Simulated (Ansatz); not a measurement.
# Structures of W3S2: which is lowest?

Plane-wave DFT in Ansatz with scalar-relativistic PAW potentials, cutoff 420 eV, Γ-centred meshes chosen by cell and gap, Gaussian smearing with energies taken to zero width. Every cell was relaxed (cell and atoms) in a run of its own, within the symmetry of its start. Functional: PBE.

Relaxed structures (starts from databases or built by putting these elements on another compound's sites):
A. R-3m, 5 atoms in the computed cell, a = 3.132 Å, c = 29.383 Å; sites (symmetry × multiplicity) W -3m × 3 + 3m × 6, S 3m × 6; start: built
B. P-3m1, 5 atoms in the computed cell, a = 4.039 Å, c = 5.351 Å; sites (symmetry × multiplicity) W -3m. × 1 + 3m. × 2, S 3m. × 2; start: built

Problem. Rank them by energy. Could pressure change the order?

Solution.
```csv
structure,group,E − E(lowest) (meV/atom),V (Å³/atom),gap on mesh (eV)
A,R-3m,0.0,16.64,0.00
B,P-3m1,412,15.12,0.00
```

A is lowest, 412 meV/atom under B. B is denser by 1.52 Å³/atom, so pressure favours it: ΔE/ΔV, with ΔE in eV and 1 eV/Å³ = 160.2 GPa, gives about 43 GPa for equal enthalpy if both cells were rigid; at such pressures compression changes ΔV much, so this is a scale only. Other structures may lie lower than all of these, and vibrations aren't counted.

Spin-orbit coupling is left out, which matters for the bands of heavy elements.